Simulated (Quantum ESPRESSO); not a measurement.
# Si3F4O4: convergence and cost over cutoff and k mesh

Simulated, not a measurement. The program is pw.x of Quantum ESPRESSO 7.5 (plane-wave density functional theory). The cell is made up: 11 atoms on a rutile lattice with one site empty, with randomly drawn elements, strain and displacements, not relaxed. PseudoDojo standard norm-conserving files (v0.5 for PBE, v0.4.1 for LDA and PBEsol) set the functional; there is no spin polarisation, spin-orbit coupling or dispersion term, and the masses in the input are unused placeholders.

Input of the run in row 4:

```
&control calculation='scf', pseudo_dir='./dojo.nc.sr.pbe.v0_5.standard.upf', outdir='./o', disk_io='medium', tprnfor=.true., tstress=.true. /
&system ibrav=0, nat=11, ntyp=3, nbnd=38, ecutwfc=84.00895049, nosym=.true., tot_charge=0,
 occupations='smearing', smearing='fd', degauss=0.0018374661
/
&electrons conv_thr=7.350e-09, electron_maxstep=60, /
ATOMIC_SPECIES
F 1.0 F.upf
O 1.0 O.upf
Si 1.0 Si.upf
CELL_PARAMETERS angstrom
4.1569 0.0161 -0.0581
0.0161 4.2703 0.0141
-0.0739 0.018 5.2911
ATOMIC_POSITIONS angstrom
Si 0.0244 0.0019 0.0338
Si 2.047 2.1548 1.2963
Si -0.0283 -0.0102 2.633
F 1.2675 1.3048 -0.0105
F 2.9133 2.9763 -0.043
O 3.3305 0.8413 1.2461
O 0.8367 3.4374 1.2855
O 1.1974 1.3263 2.621
F 2.811 2.989 2.6235
O 3.3066 0.8341 3.9111
F 0.7778 3.4656 3.9602
K_POINTS automatic
5 5 4 1 1 1
```

The same cell was run at these settings. Meshes are shifted by half a step, and differences are from the last row, which is itself not exact.

```
cutoff (eV)     k mesh  k points solved  threshold (eV)  free energy less the last row's (eV)  pressure (GPa)  largest stress difference (GPa)  largest force difference (eV/Å)  iterations  wall time (s)  k-point pools                  processor
        800  2 x 2 x 2                4           1e-04                                 1.528          -14.74                            19.84                            0.042           8             18              1      AMD EPYC, Zen 5 class
       1143  1 x 1 x 1                1           1e-07                                 0.187            8.67                            11.96                            0.355          11             19              1      AMD EPYC, Zen 5 class
        642  5 x 5 x 4               50           1e-07                                10.693          -77.25                            83.35                            0.148          11            139              1      AMD EPYC, Zen 5 class
       1143  5 x 5 x 4               50           1e-07                                 0.003            4.98                             0.03                            0.002          11            309              1      AMD EPYC, Zen 5 class
       1437  7 x 7 x 6              147           1e-07                                 0.000            5.00                             0.00                            0.000          11            213              4  Intel Xeon, 2023 or later
```

Each pool is one process. Wall times include start-up and a band step at six k points, which weighs most on the coarsest meshes. The runs were on shared virtual cores whose load varied, so times are rough.